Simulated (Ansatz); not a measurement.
Polymorphs of SrO, each relaxed with plane-wave PAW LDA (Ansatz code):

A: P6_3/mmc
a = b = 4.1890 Å, c = 5.0493 Å, α = β = 90.00°, γ = 120.00°

| atom | site | symmetry | x | y | z |
|---|---|---|---|---|---|
| Sr | 2d | -6m2 | 0.6667 | 0.3333 | 0.2500 |
| O | 2c | -6m2 | 0.3333 | 0.6667 | 0.2500 |

B: rock salt (Fm-3m)
a = b = c = 5.0643 Å, α = β = γ = 90.00°

```json
[
 {"atom": "Sr", "site": "4a", "symmetry": "m-3m", "x": "0.0000", "y": "0.0000", "z": "0.0000"},
 {"atom": "O", "site": "4b", "symmetry": "m-3m", "x": "0.5000", "y": "0.5000", "z": "0.5000"}
]
```

Q: Put the candidates in order of energy per atom at 0 K, lowest first, for LDA.

A: B (+0 meV/atom), A (+94 meV/atom)

Q: Give each one's gap.

A: A 2.64 eV; B 3.12 eV.

Not the usual ambient phase: A. All cells were relaxed under the symmetry of their starts (and spin orders); stability against distortions was not tested throughout. Scalar-relativistic: spin–orbit coupling is off unless named, which matters more the heavier the elements.

Energies hold the estimated change up to a 700 eV cutoff; steps of a few meV lie near the error of the meshes.

Potentials: the later of the program's two PAW sets.
